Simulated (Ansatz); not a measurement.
Trial structure of RbTe2P3, not yet relaxed:

```xyz
6
Lattice="5.0416 0.0000 0.0000 -2.5208 4.3662 0.0000 0.0000 0.0000 7.9642" Properties=species:S:1:pos:R:3 pbc="T T T"
Rb    0.0000    0.0000    3.6202
Te    0.0000    2.9108    2.2063
Te    0.0000    2.9108    5.8709
P     2.5208    1.4554    4.1132
P     2.5208    1.4554    7.5479
P     0.0000    0.0000    0.5342
```

These are results of DFT PBE, scalar-relativistic, plane waves, PAW (Ansatz 0.2.0), not measurements. Settings: cutoff 420 eV, Γ-centred mesh 6×6×2 on the computed 6-atom cell, Gaussian smearing of 0.10 eV; no spin polarisation.

The zero of energy is the elements' standard structures at the same level; no fitted shifts are applied. The references include black phosphorus.

Problem. Estimate its pressure, forces and energy as it stands.

Solution. The pressure is -3.9 GPa (the mean over three directions, positive in compression), the largest force is 1.33 eV/Å, and the energy is +0.95 eV/atom against the elements. The shortest distance is 2.95 Å.

Problem. Is it a good guess?

Solution. A rough one: relaxing gains about 0.85 eV/atom (the start's value is from the coarse mesh, so the gain is rough) in 29 ionic steps and ends at +0.10 eV/atom on the finer mesh. The symmetry stays P3m1 (No. 156). The volume per atom grows by 3.3 %, from 29.2 to 30.2 Å³. The shortest distance goes from 2.95 Å (Rb–P) to 2.16 Å (P–P). The ratio c/a of the conventional cell changes by a factor of 1.50. Conventional cell: a = 4.453 Å, c = 10.542 Å. Rb has 3 Te at 3.61 Å, 3 Te at 3.89 Å, 1 P at 3.99 Å, 3 P at 4.42 Å and 6 Rb at 4.45 Å; Te on its first site has 3 P at 2.95 Å, 3 P at 3.42 Å and 3 Rb at 3.61 Å; P on its first site is surrounded by 1 P at 2.16 Å, 3 Te at 2.66 Å, 3 P at 3.92 Å and 3 Rb at 4.42 Å; 3 more sites not described.

The last run used a 12×12×4 mesh (in the run's order of axes) for its 6-atom cell and Gaussian smearing of 0.10 eV. These runs have no spin–orbit coupling, which can matter for Te. The reference forms of P and Te are held partly by dispersion forces, which this level lacks. The relaxation can't lower the symmetry of the start, and the grade says only how near the guess is to its own end. A structure relaxed within its symmetry needn't be a true minimum.
